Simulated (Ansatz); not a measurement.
# BeCo: energy along a strain

BeCo, Pm-3m, a = 2.606 Å (as given, not relaxed at this level: -9.0 GPa). The structure is a COD entry; whether it is the stable form wasn't checked. Ansatz: PBEsol, PAW, 420 eV, Γ-centred 18×18×18 mesh on 2 atoms, Gaussian smearing 0.15 eV; collinear spin, largest moment 0.4 μB. Cell vectors (Å): 2.606 0.000 0.000; 0.000 2.606 0.000; 0.000 0.000 2.606. The cell is strained by x per cent times the pattern (0 0 0 0 0 1) in the order xx yy zz yz xz xy (engineering shears), with fractional coordinates held. y is the free energy over the start, V0 = 8.849 Å³/atom. Symmetry makes y even in x.

| x (%) | y (meV/atom) |
| --- | --- |
| -4.00 | ? |
| -2.00 | 1.55 |
| 0.00 | 0.00 |
| 0.50 | 0.09 |
| 1.00 | 0.39 |
| 1.50 | 0.87 |
| 2.50 | 2.42 |
| 3.00 | 3.49 |
| 3.50 | 4.75 |

Task: Fit y = c2 x² + c4 x⁴ to the other rows, get the stiffness along the pattern, and predict the missing energy.

Result: Least squares on the rows shown. y = 0.3871 x² + 5.948×10⁻⁵ x⁴. The clamped-ion stiffness p·C·p = 2 × 3.871 eV × 160.2 / 8.849 Å³ = 140 GPa, which is C66 in these axes (C44 of the cubic crystal) (second derivative at the start, which stands under stress). At x = -4.00 the fit asked for gives 6.21 meV/atom. The run gave 6.21 meV/atom, the same to the digits shown.